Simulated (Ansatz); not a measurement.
Input file for Ansatz (a quantum-chemistry and plane-wave program):

Ansatz 0.2 input:
```yaml
crystal:
  lattice:
    - [-1.6056149159, 1.6056149159, 3.9024201665]
    - [1.6056149159, -1.6056149159, 3.9024201665]
    - [1.6056149159, 1.6056149159, -3.9024201665]
  atoms:
    - { symbol: W, position: [0.0, 0.0, 0.0] }
    - { symbol: Si, position: [0.3348078889, 0.3348078889, 0.0] }
    - { symbol: Si, position: [0.6651921111, 0.6651921111, 0.0] }
kpoints:
  mp_grid: { grid: [18, 18, 18] }
hamiltonian:
  xc: r2scan
  pseudopotentials: { kind: paw }
scf:
  occupations: { method: gaussian, width: 0.05 }
checkpoint: { read: metal.run }
output: { write_density: true, elf: true, volumetric_format: npy }
basis: { fft_grid_basis: typed }
```

Output (shortened):

```
Pseudopotential: W, paw, valence charge 14
Pseudopotential: Si, paw, valence charge 4
Functional definition: r2SCAN
Crystal: 3 atoms, lattice volume = 40.242 Å³
Basis set: ecut = 500 eV, 1023 PW (Γ), exchange–correlation on 144×144×144 points (64 copies of the dense FFT grid, shifted against one another)
Bands: 19, of which v1, the nominal top of the filled ones, is band 11 counted from 1 (10 counted from 0)
Symmetry: 16 space group operations
Space group: I4/mmm (ITA 139), of the structure as read, at distance tolerance 3.4e-5 Å
k-points: 480 of 5832
Stability of the state it starts from, as read at its close in the unpolarized treatment …
iter 1 solved again at ethr=4.03e-8 eV; its pass at ethr=3.10e-3 eV (dr2=8.87e-6 eV) is discarded
SCF iter   1: F=—  HF=-11676.369072 eV  |F-HF|=—  |Δ(HF+E_count)|=         —  Δρ=1.94e-7  dr2=6.19e-12  dr2_τ=3.64e-12  ethr=4.03e-8  ⟨swp⟩=3.2  Hψ=75444  notcnv=0
preconditioner: auto → none
SCF iter   2: F=-11676.369072 eV  HF=-11676.369072 eV  |F-HF|=1.82e-12  |Δ(HF+E_count)|=  4.26e-10  Δρ=1.07e-7  dr2=2.75e-12  dr2_τ=4.21e-12  ethr=1.00e-12  ⟨swp⟩=6.4  Hψ=36843  notcnv=0
SCF 1 converged in 2 iterations: F = -11676.369072 eV  dr2 = 2.75e-12
SCF converged after 2 iterations
Free energy (F): -11676.369072 eV
Harris-Foulkes:  -11676.369072 eV  (|F-HF|=1.82e-12)
Internal energy: -11676.368763 eV  (E = F + TS)
E sigma→0 (E₀):  -11676.368917 eV
Entropy (-TS):   -0.000309 eV (-0.103 meV/atom)
Fermi energy:    16.825375 eV
--- Per-component energies (eV) ---
  E_band       = -94.626225
  E_kinetic    = 542.741219
  E_local      = -943.364477  (includes V_loc(G=0)·N_el)
  E_nonlocal   = 49.255586
  E_hartree    = 372.431098
  E_xc         = -356.793246
  E_vxc        = -367.142819  (∫ρ·V_xc dr)
  E_paw        = -9632.568879  (= ΣΔE_a)
  E_vpaw       = -139.020107  (= ΣTr[D̂ρ^β])
  E_aug_tail   = -0.000047  (compensation charges beyond the density's cutoff)
  E_vtau       = 18.042187  (kinetic-family band-sum trace: ∫τ·v_τ [+ j·A + Jᵃ·Aᵃ] dr)
  E_ewald      = -1707.329203
  E_core_change = -0.740815  (= ΣΔE_core)
  E_smearing   = -0.000309  (= −TS)
  E_closure    = 0.000000  (closes the sum)
  Σ components = -11676.369072   (vs F -11676.369072, Δ=0.00e0)
  [band-id]    e_kinetic+e_local+e_nonlocal+2·e_hartree+e_vxc+e_vpaw+e_augmentation_tail+e_vtau = -94.626261   (vs E_band -94.626225, Δ=-3.58e-5)
--- Band table (eV; the first three rows and the last of 480) ---
  k-point 0: bands = ["-58.8642", "-22.5426", "-22.5095", "-22.5095", "1.9154", "9.5449", "12.9768", "13.3901", "13.7454", "13.7454", "17.3941", "19.8490", "19.9465", "20.0035", "20.0035", "21.7971", "22.8217", "22.8217", "26.2918"]
  k-point 1: bands = ["-58.8637", "-22.5412", "-22.5166", "-22.5157", "2.0218", "9.6405", "12.5750", "13.4068", "13.4703", "14.1572", "16.8534", "19.6901", "20.0904", "20.1345", "20.2722", "21.8025", "22.9148", "23.1493", "26.8172"]
  k-point 2: bands = ["-58.8622", "-22.5371", "-22.5367", "-22.5333", "2.3362", "9.9102", "12.0186", "12.8124", "13.4627", "14.6792", "15.6928", "19.4812", "20.3199", "20.3899", "20.9264", "21.6946", "23.3519", "23.8642", "27.1350"]
  k-point 479: bands = ["-58.8640", "-22.5635", "-22.5110", "-22.5110", "4.3546", "5.1304", "12.8217", "14.1217", "15.8464", "15.8464", "16.2615", "16.2615", "17.5855", "21.7244", "22.3859", "23.4804", "25.1749", "25.8191", "25.8191"]
```

Cost: around 50 core-seconds (rough) on shared cores.

The r²SCAN relaxation kept the symmetry of its start. The run is not spin-polarised. Spin–orbit coupling is left out wherever it is not named.

Potentials: the later of the program's two PAW sets.

Ansatz is a plane-wave DFT program.
